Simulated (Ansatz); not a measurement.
## LiMg: clamped-ion strain scan

These are results of DFT LDA, scalar-relativistic, plane waves, PAW (Ansatz 0.2.0), not measurements. Cutoff 420 eV, Γ-centred 18×18×18 k-points, Gaussian smearing of 0.15 eV. No spin polarisation. Energies are free energies at this smearing, counted from the undisturbed cell; pressure is positive in compression.

The undisturbed cell (as given, not relaxed at this level; it stands at -1.4 GPa, and it needn't be the usual structure):

```yaml
crystal:
  lattice:
    - [1.54575, 0.89244, 5.08105]
    - [-1.54575, 0.89244, 5.08105]
    - [0.00000, -1.78488, 5.08105]
  atoms:
    - { symbol: Li, position: [0.00000, 0.00000, 0.00000] }
    - { symbol: Mg, position: [0.50000, 0.50000, 0.50000] }
```

The cell is strained by ε times the Voigt pattern (0, 0, 1, 0, 0, 0) (xx, yy, zz, yz, xz, xy; engineering shear) with fractional coordinates fixed. The cell is metallic on the mesh throughout.

(ε, ΔE (meV/atom)): (-0.1000, 13.6), (-0.0750, 2.6), (-0.0500, -3.0), (-0.0250, -3.8), (0.0000, 0.0), (0.0250, 8.0), (0.0500, 19.9), (0.0750, 35.0), (0.1000, 53.1)